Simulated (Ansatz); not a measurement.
The elements of this relaxed trial crystal are hidden behind letters.

```
lattice vectors (Å)
   4.1315    0.0000    0.0000
  -2.0658    3.5780    0.0000
   0.0000    0.0000    9.9747
fractional positions
X 0.3333 0.6667 0.3421
X 0.6667 0.3333 0.8421
Z 0.3333 0.6667 0.0310
Z 0.6667 0.3333 0.5310
```

The calculation used DFT PBE, scalar-relativistic, plane waves, PAW (Ansatz). Cutoff 420 eV, Γ-centred 12×12×6 mesh (4-atom cell), Gaussian smearing of 0.10 eV, no spin polarisation.

- Space group: P6_3mc (No. 186)
- Conventional cell: a = 4.132 Å, c = 9.975 Å
- Volume per atom: 36.86 Å³
- Density: 3.41 g/cm³
- Energy over the elements: −0.26 eV/atom
- Gap on the 12×12×6 mesh of the 4-atom cell: 0 eV (a metal)

Energies are uncorrected and count from the elements' standard states at the same level.

Q: X is an s-block element of period 3 and Z is a p-block element of period 5. Which elements are they?

A: X = Mg, Z = I, so the formula is MgI. Density times volume gives a mean mass of 3.41 × 36.86/1.6605 = 75.7 u per atom, and this set has 75.6 u. Among the elements that the hints allow, noble gases aside, only these give it. Around Mg lie 4 I at 3.04–3.10 Å; around I lie 4 Mg at 3.04–3.10 Å.

These runs have no spin–orbit coupling, which can matter for I. A structure relaxed within its symmetry needn't be a true minimum.
